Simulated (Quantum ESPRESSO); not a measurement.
## AlRu2Sn2Ti3 in 6 site orders

Calculated results; nothing here was measured. They come from Quantum ESPRESSO 7.5, a public plane-wave density functional program. Each row is one single-point run on a made-up periodic cell of eight metal atoms, with elements, volume, strain and displacements drawn at random and not relaxed, so a cell may be unstable or far from any real phase. There is no spin polarisation or spin-orbit coupling.

Settings: PBE unless stated; PseudoDojo standard norm-conserving files; Fermi-Dirac width 0.25 eV, which means electrons at about 2900 K; cutoff 1143 eV; 5 x 5 x 4 k mesh shifted half a step off Gamma. E is the free energy of the whole cell (internal energy minus TS), so a -TS column is already part of it. Stress is positive in tension, and the pressure P is minus a third of its trace.

Checks: one run of this series was repeated at a higher cutoff and on a denser mesh, which moved values by no more than 0.005 eV, 0.02 GPa and 0.006 eV/Å, and a second program with other atomic files agreed on it to 2 % rms in force and 0.5 GPa in pressure. Known limits: the tin pseudopotential is less sure than most, with forces differing by about three percent from a second method on plain tin; a spin test at this wide smearing found no moment, but such smearing suppresses magnetism that the real alloy may have.

The lattice is hexagonal close-packed, and the cell vectors in Å are (0.000, 0.000, -4.752); (0.000, 5.222, 0.000); (6.030, 0.000, 0.000), a volume of 149.64 Å³. The runs put one composition on the same eight displaced sites in different orders. E is counted from run 1, and the rms force is over all 24 components. Nothing is relaxed, so E mixes bonding between neighbours with strain on unrelaxed sites, and it is not an ordering energy.

| run | elements on sites 1 to 8 | E (eV) | -TS (eV) | rms force (eV/Å) | largest force (eV/Å) | P (GPa) |
|---|---|---|---|---|---|---|
| 1 | Sn Ru Sn Ti Ru Al Ti Ti | 0.000 | -1.781 | 0.586 | 1.99 | -9.76 |
| 2 | Sn Ru Ti Ti Al Sn Ru Ti | 0.065 | -1.950 | 0.477 | 1.19 | ? |
| 3 | Al Sn Sn Ru Ti Ru Ti Ti | 0.599 | -1.918 | 0.603 | 1.79 | -8.32 |
| 4 | Ti Ru Ru Sn Ti Al Sn Ti | 0.210 | -1.936 | 0.458 | 1.09 | -10.17 |
| 5 | Ti Ru Ru Ti Al Ti Sn Sn | 0.223 | -1.816 | 0.428 | 1.03 | -9.25 |
| 6 | Ti Sn Ru Ru Ti Sn Ti Al | 0.962 | -1.929 | 0.618 | 1.58 | -8.01 |

## Worked fit

A straight line through the runs shown gives P = -9.97 + 2.16 E GPa with E in eV, an error of 0.62 on the slope and a scatter of 0.47 GPa. At this fixed volume the orders of higher energy tend to have the higher pressure.

## Withheld value

Question: what pressure should run 2 give?

The fit gives -9.83 ± 0.56 GPa. The calculation gave -10.04 GPa.
